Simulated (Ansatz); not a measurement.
## NaCl, first-principles data

NaCl:
```
CELL_PARAMETERS angstrom
      3.44708     0.00000     0.00000
      0.00000     3.44708     0.00000
      0.00000     0.00000     3.44708
ATOMIC_POSITIONS crystal
  Na 0.00000 0.00000 0.00000
  Cl 0.50000 0.50000 0.50000
```

Space group Pm-3m (No. 221), CsCl type; conventional cell a = b = c = 3.4471 Å, α = β = γ = 90.00°.

Method: PBEsol (plane waves, PAW; program Ansatz). The cell and atoms are relaxed at this level. Other levels are named where they apply.

Cell and energy:

| Property | Result |
|---|---|
| Volume per atom | 20.48 Å³ |
| Density | 2.37 g/cm³ |
| Formation energy from the elements (no fitted shifts) | -1.67 eV/atom |

Electronic structure:

| Quantity | Result |
|---|---|
| Band gap | 4.00 eV (indirect) |
| Valence-band maximum | at M |
| Conduction-band minimum | at Γ |
| Smallest direct gap on the standard path | 4.54 eV |
| Electron effective mass | 0.36 mₑ (isotropic) |
| Hole effective mass | 0.49, 4.2, 4.2 mₑ (principal values) |
| HSE06 gap on the PBEsol cell | 5.47 eV |

Mechanics:

| Quantity | Value |
|---|---|
| Bulk modulus (Birch–Murnaghan fit) | 28.6 GPa |
| Pressure derivative B′ | 4.7 |
| Elastic constants (relaxed ions, GPa) | C11 = 81.9, C12 = 2.0, C44 = -0.9 |
| Mechanical stability | marginal (the smallest eigenvalue of C is near zero) |

Dielectric response:

| Property | Value |
|---|---|
| Electronic dielectric constant ε∞ (DFPT) | 2.79 |
| Static dielectric constant ε0 (ions relaxed, cell fixed) | 15.3 |
| Born charges (a third of the trace) | Na +1.18, Cl -1.18 e |

Phonons:

| Item | Result |
|---|---|
| Highest zone-centre frequency (without LO–TO term) | 98 cm⁻¹ |
| Zone-centre stability | no imaginary mode at Γ |
| Dynamical stability on the path | unstable, down to 73i cm⁻¹ |

This is a known high-pressure phase of the composition, computed here at zero pressure and temperature. The PBEsol relaxation kept the symmetry of its start. The references are the lowest solids computed at this level, not always the standard phases (solids in place of the gases).

Potentials: the earlier of the program's two PAW sets. The files were generated under PBE; for other functionals the program regenerates the frozen cores, and for LDA and PBEsol the local potential too.
